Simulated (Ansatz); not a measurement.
## Optical constants of YRh

Method: DFT LDA, scalar-relativistic, plane waves, PAW (Ansatz). Plane waves to 420 eV; Γ-centred k mesh 12×12×12; Fermi-Dirac smearing of 0.15 eV. No spin polarisation.

The cell, relaxed at this level:
```
CELL_PARAMETERS angstrom
3.35195 0.00000 0.00000
0.00000 3.35195 0.00000
0.00000 0.00000 3.35195
ATOMIC_POSITIONS crystal
Y 0.50000 0.50000 0.50000
Rh 0.00000 0.00000 0.00000
```

In a metal these results depend on the k mesh and the smearing.

Independent-particle response (no local fields, no excitons) on a 20×20×20 mesh, broadened by 0.1 eV; the Drude term is undamped and its weight carries the smearing above, which sets much of it in a semimetal. The run couldn't bound its error over part or most of this range, so small peaks and near ties are unsure. Light polarised along x. ε₁ lacks the small share of bands above those solved.

Question: Tabulate n, κ, the reflectivity and the absorption coefficient against photon energy.

Answer:
```csv
E (eV),n,κ,R,α (10⁵ cm⁻¹)
0.3,3.07,16.42,0.96,4.99
0.7,2.72,7.50,0.84,5.32
1.1,2.32,5.46,0.77,6.09
1.5,1.98,3.88,0.67,5.89
1.9,1.85,2.77,0.53,5.34
2.3,2.26,2.13,0.40,4.96
2.7,2.55,1.94,0.38,5.30
3.1,3.03,1.88,0.39,5.90
3.5,2.90,2.23,0.42,7.90
3.9,2.81,2.35,0.44,9.29
4.3,2.63,2.52,0.46,10.97
4.7,2.21,2.86,0.52,13.61
5.1,1.95,2.31,0.44,11.93
5.5,1.89,2.52,0.49,14.07
5.9,1.78,2.27,0.45,13.57
6.3,1.84,2.48,0.48,15.82
6.7,1.38,2.54,0.54,17.23
7.1,1.25,2.40,0.54,17.24
7.5,0.96,2.58,0.63,19.61
7.9,0.50,2.23,0.72,17.85
8.3,0.42,1.83,0.69,15.40
8.7,0.48,1.61,0.60,14.19
9.1,0.45,1.44,0.57,13.30
9.5,0.51,1.20,0.45,11.53
9.9,0.55,1.26,0.45,12.65
10.3,0.48,1.00,0.40,10.47
10.7,0.52,1.00,0.37,10.89
11.1,0.55,0.88,0.31,9.87
11.5,0.58,0.67,0.21,7.78
11.9,0.81,0.61,0.11,7.39
```

Question: Where is the highest local maximum of ε₂ between 0.3 and 12 eV?

Answer: At 4.5 eV, where ε₂ = 13.7.

Cost: 1 run of about 1.8 core-minutes, on Intel Xeon 6975P-C (Granite Rapids) (shared hosts).